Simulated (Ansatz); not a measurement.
The start is a relaxed Cs2InAgBr6 cell shaken by Gaussian noise of σ = 0.08 Å a coordinate. Cell shape, volume and atoms are optimised at zero target pressure with r2SCAN (plane waves to 500 eV, PAW, scalar-relativistic; Ansatz, an electronic-structure program). First-step values are on the input's coarse k-mesh.

Ansatz input (later rounds restart from its end on a renewed k-mesh):
Ansatz 0.2 input:
```yaml
crystal:
  lattice:
    - [0, 5.5337696877, 5.5337696877]
    - [5.5337696877, 0, 5.5337696877]
    - [5.5337696877, 5.5337696877, 0]
  atoms:
    - { symbol: Cs, position: [0.7558475502, 0.7421625911, 0.7661161983] }
    - { symbol: Cs, position: [0.2728189498, 0.2399174692, 0.2412487683] }
    - { symbol: In, position: [-0.0010413369, -0.0162733802, 0.0195198793] }
    - { symbol: Ag, position: [0.4911347005, 0.5183782854, 0.5024766594] }
    - { symbol: Br, position: [0.7795467293, 0.2402719477, 0.2288131455] }
    - { symbol: Br, position: [0.2473931038, 0.7510980543, 0.7563080014] }
    - { symbol: Br, position: [0.2306781082, 0.7584508971, 0.2564160508] }
    - { symbol: Br, position: [0.7465267014, 0.2330493891, 0.7659794686] }
    - { symbol: Br, position: [0.2388291581, 0.2398342367, 0.7522528293] }
    - { symbol: Br, position: [0.7670632958, 0.7659387092, 0.217062823] }
basis: { ecutwfc: 500, ecutrho_ratio: 4, xc_grid: 4, fft_grid_basis: typed }
kpoints: { mp_grid: { grid: [4, 4, 4] } }
hamiltonian:
  xc: r2scan
  dispersion: none
  pseudopotentials: { kind: paw }
scf: { occupations: { method: fermi_dirac, width: 0.05 } }
relax: { f_tol: 0.01, max_steps: 100, cell: { stress_tol: 0.02 } }
output: { forces: true, stress: true }
```

Task: By how much does the energy per atom fall from start to end?

Result: 0.03 eV/atom.

Task: Does it find its way back to the structure it was made from?

Result: The parent structure is recovered, Fm-3m (No. 225).

Task: How do the shortest distances between atoms change?

Result: The closest pairs of elements (up to four, under 3.6 Å), start → end: Br–In 2.50 → 2.70 Å; Ag–Br 2.69 → 2.83 Å; Br–Br 3.60 → 3.82 Å.

Task: What band gap does the relaxed structure have at this level?

Result: 0.76 eV, direct at Γ (no spin-orbit coupling).

Relaxed structure:

```cif
data_Ag4Br24Cs8In4
_chemical_formula_sum 'Cs8 In4 Ag4 Br24'
_space_group_name_H-M_alt 'Fm-3m'
_space_group_IT_number 225
_space_group_name_Hall '-F 4 2 3'
_cell_length_a 11.06623
_cell_length_b 11.06623
_cell_length_c 11.06623
_cell_angle_alpha 90.000
_cell_angle_beta 90.000
_cell_angle_gamma 90.000
loop_
_atom_site_label
_atom_site_type_symbol
_atom_site_symmetry_multiplicity
_atom_site_Wyckoff_symbol
_atom_site_fract_x
_atom_site_fract_y
_atom_site_fract_z
_atom_site_occupancy
Cs1 Cs 8 c 0.25000 0.25000 0.25000 1
In1 In 4 b 0.50000 0.50000 0.50000 1
Ag1 Ag 4 a 0.00000 0.00000 0.00000 1
Br1 Br 24 e 0.00000 0.00000 0.25596 1
```
(The calculation used a cell of 10 atoms; values per cell refer to that cell.)

Final values are on a 5×5×5 k-mesh of the relaxed cell. No spin polarisation in the result.

The cell that was disturbed is our relaxation of an entry of Materials Project.
